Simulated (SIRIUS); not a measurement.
## Worked estimates from a calculation on SrTiO₃ (Pm-3m, 5 atoms in the cell; from Materials Project mp-5229)

```yaml
crystal:
  lattice:
    - [3.91270, 0.00000, 0.00000]
    - [0.00000, 3.91270, 0.00000]
    - [0.00000, 0.00000, 3.91270]
  atoms:
    - { symbol: Sr, position: [0.00000, 0.00000, 0.00000] }
    - { symbol: Ti, position: [0.50000, 0.50000, 0.50000] }
    - { symbol: O, position: [0.50000, 0.00000, 0.50000] }
    - { symbol: O, position: [0.00000, 0.50000, 0.50000] }
    - { symbol: O, position: [0.50000, 0.50000, 0.00000] }
```

All values come from this method and carry its errors: PBE, GBRV PBE ultrasoft pseudopotentials (plane waves; SIRIUS 7.12.0).

Main settings: parameters.ngridk = 9 9 9; parameters.xc_functionals = [XC_GGA_X_PBE, XC_GGA_C_PBE]; parameters.gk_cutoff = 6.325 1/bohr; parameters.pw_cutoff = 14.143 1/bohr; parameters.smearing = gaussian; parameters.smearing_width = 0.00183747 Ha; potentials = GBRV PBE ultrasoft pseudopotentials; parameters.electronic_structure_method = pseudopotential.

The structure comes from a collection of computed structures, made at another level of theory; the collection holds predicted forms beside known ones.

The cell holds 404.2 bohr³ and the plane-wave cutoff is 40.0 Ry.

Problem. How many plane waves does a k-point need, and how does the count grow with the cutoff?

Solution. In Rydberg units |k + G|² ≤ E, a sphere of radius √40.0 = 6.325 bohr⁻¹. Each G takes (2π)³/V of reciprocal space, so N = V E^(3/2)/(6π²) = 404.2 × 253.0/59.218 = 1727. The program's largest count at a k-point is 1755; single k-points scatter about the estimate. The count grows as E^(3/2): 20 % more cutoff means 31 % more plane waves.

The cell was also run at V = 59.301 Å³ (F = -3904.99970 eV, P = 5.38 GPa) and V = 60.499 Å³ (F = -3905.02615 eV, P = 1.68 GPa), scaled uniformly; the base has V = 59.900 Å³, P = 3.48 GPa and F₀ = -3905.01631 eV.

Problem. Check the pressure against the energies, and estimate the bulk modulus and the volume of zero pressure.

Solution. P = −dF/dV ≈ −(-0.02645 eV)/(1.198 Å³) = 0.02208 eV/Å³; times 160.218 GPa per eV/Å³ this is 3.54 GPa, against 3.48 GPa from the stress tensor. B = −V dP/dV ≈ −59.900 × (-3.70 GPa)/(1.198 Å³) = 185 GPa at this volume. The curvature of the energies, B = V (F₊ + F₋ − 2F₀)/(ΔV/2)², gives 181 GPa. To first order the pressure vanishes at V0 ≈ V(1 + P/B) = 61.03 Å³, so all lengths change by about 0.62 %. Shape and fractional positions were held, which usually makes B too large where they are free.
